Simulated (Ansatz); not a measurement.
# Is this Ni result the lowest state?

Ni is taken as an experimental structure (space group Fm-3m, primitive cell doubled), 2 atoms in the cell. The computed pressure is over 10 GPa in size, so the cell is far from the computed equilibrium volume. Source: COD entry 1534892; the sample's temperature and pressure aren't taken into account, and it need not be the stable phase.

Level of theory: DFT, PBE, PAW, plane waves, scalar-relativistic (Ansatz).

```yaml
crystal:
  lattice:
    - [3.45, 1.725, 1.725]
    - [1.725, 3.45, 1.725]
    - [1.725, 1.725, 3.45]
  atoms:
    - { symbol: Ni, position: [0.0, 0.0, 0.0], spin: 2.0 }
    - { symbol: Ni, position: [0.5, 0.5, 0.5], spin: -2.0 }
magnetization:
  spin_polarized: true
hamiltonian:
  xc: pbe
  pseudopotentials: { kind: paw }
basis:
  ecutwfc: 420
kpoints:
  mp_grid: { grid: [13, 13, 13] }
scf:
  occupations: { method: fermi_dirac, width: 0.05 }
  lower_state_search: "off"
output:
  forces: true
  stress: true
  write_density: true
  write_potential: true
  elf: true
  volumetric_format: npy
```

Command:
```sh
ansatz run input.yaml --threads 2 --pin off --max-ram 5120MiB --backend cpu --events-out ev --progress --plain --runs-dir out
```

It took 9.9 s on 2 threads of Arm Neoverse V1, on a shared host, peak memory 0.42 GiB.

The end of the output:

```
SCF converged after 13 iterations
Magnetization: 0.0000 μB (18.0000 up, 18.0000 down)
Absolute magnetization: 0.4427 μB (∫|ρ↑−ρ↓|, with the PAW one-centre terms)
Spin contamination: 0.1292 ħ² per cell (⟨S²⟩ above its minimum at these occupations)
Per-site moments (μB) at R_I (Å): [(0.2162, 1.0063), (-0.2162, 1.0063)]
Free energy (F): -11679.309234 eV
Harris-Foulkes:  -11679.309234 eV  (|F-HF|=3.20e-10)
Internal energy: -11679.262377 eV  (E = F + TS)
E sigma→0 (E₀):  -11679.285805 eV
Entropy (-TS):   -0.046858 eV (-23.429 meV/atom)
Fermi energy:    19.390114 eV
--- Forces (eV/Å), atoms counted from 1 ---
  atom   1  Ni    -0.00000000    -0.00000000     0.00000000
  atom   2  Ni    -0.00000000     0.00000000     0.00000000
--- Stress (GPa, compression-positive) ---
       12.630973       0.179210       0.179210
        0.179210      12.630973       0.179210
        0.179210       0.179210      12.630973
  P = ⅓ Tr σ = 12.6310 GPa (126.310 kbar)
```

A small moment in a metal is sensitive to the mesh and the smearing.

Site moments are taken inside atomic spheres and don't add up to the total.

Q: Has the SCF ended in the lowest solution? If not, by how much is it too high?

A: No. A state 49.4 meV/atom (0.099 eV per cell) lower exists in this cell: ferromagnetic, site moments Ni1 0.66, Ni2 0.66 μB, total 1.24 μB per cell, no gap on the k-mesh. It was reached from: parallel moments, default search for lower states [Ni1 2.00, Ni2 2.00 μB]; the moments in brackets, standard search for lower states [Ni1 2.00, Ni2 2.00 μB]. The wrong state matters: the pressure is 13.6 GPa there against 12.6 GPa here. States within about 5 meV/atom are too close for this mesh, smearing and search to settle their order. This multiple of the primitive cell fits some opposed orders; other multiples fit others. “Lowest” means lowest among the runs made in this cell.
